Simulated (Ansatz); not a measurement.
A trial structure of CdAg2F6 was built thus: ordered vacancies on the cation sites of perovskite (Fm-3m, No. 225) (occupants of the shared sites, in ratio, Cd: 1, vacant: 1). Its size is a rough estimate.

```cif
data_structure
_symmetry_space_group_name_H-M 'Fm-3m'
_symmetry_Int_Tables_number 225
_cell_length_a 8.0568
_cell_length_b 8.0568
_cell_length_c 8.0568
_cell_angle_alpha 90.000
_cell_angle_beta 90.000
_cell_angle_gamma 90.000
_cell_volume 522.98
loop_
_atom_site_label
_atom_site_type_symbol
_atom_site_symmetry_multiplicity
_atom_site_Wyckoff_symbol
_atom_site_fract_x
_atom_site_fract_y
_atom_site_fract_z
_atom_site_occupancy
Cd1 Cd 4 a 0.00000 0.00000 0.00000 1
Ag1 Ag 8 c 0.25000 0.75000 0.75000 1
F1 F 24 e 0.25000 0.00000 0.00000 1
```

Theory: Ansatz 0.2.0, DFT PBE, scalar-relativistic, plane waves, PAW. Cutoff 420 eV, Gaussian smearing, Γ-centred meshes. Cell and atoms relax first on a coarse mesh and then on a finer one. In between, the cell is made exact in the group found at 0.06 Å. In metals the finer mesh still leaves noise of several meV/atom or more. The steps can't lower the symmetry of their start. Collinear spin is switched on along the way, since trial moments persisted in a coarse test.

A guess keeps its type if space group and coordination stay and the shape of the cell changes little (axis ratios within about 15 %, angles within 6°); the volume may change.

Question: Does this structure survive the relaxation?

Answer: It keeps its type. The symmetry stays Fm-3m (No. 225). The volume per atom grows by 1.5 %, from 14.5 to 14.7 Å³. The shortest distance goes from 2.01 Å (Cd–F) to 2.08 Å (Cd–F). Counting neighbours within 15 % of an atom's shortest distance, the start has Ag 12, Cd 6, F 1 and the end Ag 12, Cd 6, F 1.

Energies over the elements count from the elements' standard structures at the same level (F₂ as a molecule), with no fitted energy shifts.

Question: At what energy does it end?

Answer: −0.98 eV/atom. It lies below the elements, which doesn't yet make it stable against other compounds or structures.

The last run used collinear spin, an 8×8×8 mesh for its 9-atom cell and Gaussian smearing of 0.10 eV. Another magnetic order may lie lower. Symmetry constrained the relaxation, so the result can be a saddle point.
